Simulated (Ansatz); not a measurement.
PbS (rock salt, Fm-3m), plane-wave PAW PBE+D3(BJ) (Ansatz code). The conduction-band minimum lies at N, with 4 equivalent valleys. Second derivatives d²E/dk² of the lowest band at one valley (eV·Å²), along Cartesian directions:

```json
[
 {"direction": "[100]", "d²E/dk²": "59.59"},
 {"direction": "[010]", "d²E/dk²": "48.91"},
 {"direction": "[001]", "d²E/dk²": "54.05"},
 {"direction": "[110]", "d²E/dk²": "54.19"},
 {"direction": "[101]", "d²E/dk²": "64.47"},
 {"direction": "[011]", "d²E/dk²": "51.51"}
]
```

Problem. Find the principal effective masses, the density-of-states mass and the conductivity mass.

Solution. Off-diagonal terms follow from H_xy = H[110] − (H_xx + H_yy)/2, and m*/mₑ = 7.620 eV·Å² over each eigenvalue: 0.12, 0.16, 0.16. One valley's DOS mass (m₁m₂m₃)^(1/3) = 0.14, conductivity mass 3/(Σ 1/mᵢ) = 0.14 mₑ.

Problem. What effective density of states Nc follows at 300 K for parabolic valleys?

Solution. Nc = 2.509e19 × 4 × (0.14)^(3/2) ≈ 5.3e18 cm⁻³.

Symmetry was held in the PBE+D3(BJ) relaxation; of distortions, only those at the zone centre were tested. Point labels and valley counts follow the cell and symmetry of the run, lower than the named group. Scalar-relativistic: spin–orbit coupling is off unless named, which matters more the heavier the elements.

Potentials: the later of the program's two PAW sets.

Edges and masses are those of Kohn–Sham bands, whose gap is no quasiparticle gap.
